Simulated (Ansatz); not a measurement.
Starting cell, InAs (zinc blende):

```
CELL_PARAMETERS angstrom
      0.00000     6.18632     6.18632
      3.09316     0.00000     3.09316
      3.09316     3.09316     0.00000
ATOMIC_POSITIONS crystal
  As 0.37500 0.75000 0.75000
  As 0.87500 0.75000 0.75000
  In 0.00000 0.00000 0.00000
  In 0.50000 0.00000 0.00000
```

In this cell atom 4 (In, nearest neighbour As at 2.679 Å; its periodic images, 4.4 Å or more away, move with it) is moved by s towards the nearest neighbour, unit vector (0.577, -0.577, 0.577); all other atoms and the cell stay fixed.

Computed with PBE (plane waves to 420 eV, PAW, scalar-relativistic; Ansatz, a first-principles code). k mesh 4×8×8 (Γ-centred), Fermi-Dirac smearing 0.05 eV. E stands for the smeared free energy. With partly filled bands, energies and forces of such displacements shift with the k mesh and the smearing. At this level the bands of InAs touch or barely overlap; measurements give the solid a gap. InAs was relaxed with its symmetry unable to fall. The zero of ΔE is the undisplaced structure. The last digit holds for this mesh only.

```json
[
 {"s (Å)": "-0.270", "ΔE (meV/cell)": "181.6"},
 {"s (Å)": "-0.216", "ΔE (meV/cell)": "withheld"},
 {"s (Å)": "-0.162", "ΔE (meV/cell)": "73.0"},
 {"s (Å)": "-0.108", "ΔE (meV/cell)": "34.3"},
 {"s (Å)": "-0.054", "ΔE (meV/cell)": "9.1"},
 {"s (Å)": "0.000", "ΔE (meV/cell)": "0.0"},
 {"s (Å)": "0.054", "ΔE (meV/cell)": "10.2"},
 {"s (Å)": "0.108", "ΔE (meV/cell)": "43.2"},
 {"s (Å)": "0.162", "ΔE (meV/cell)": "103.2"},
 {"s (Å)": "0.216", "ΔE (meV/cell)": "194.6"},
 {"s (Å)": "0.270", "ΔE (meV/cell)": "322.7"}
]
```

Fit a polynomial form (powers 2, 3, 4) to the given rows and predict ΔE at s = -0.216.

Least squares on the 10 given rows: ΔE = (3296)·s² + (3581)·s³ + (2227)·s⁴, in meV/cell with s in Å; root-mean-square residual 0.09 meV/cell. At -0.216 the fit gives 122.5 meV/cell; the calculation gives 122.8 meV/cell, so the interpolation is off by -0.3 (-0.2 %). The quadratic term alone would give 153.8 meV/cell.

(For displaced atoms, the force is minus the slope of the energy, and its curvature is a force constant, which sets phonon frequencies.)
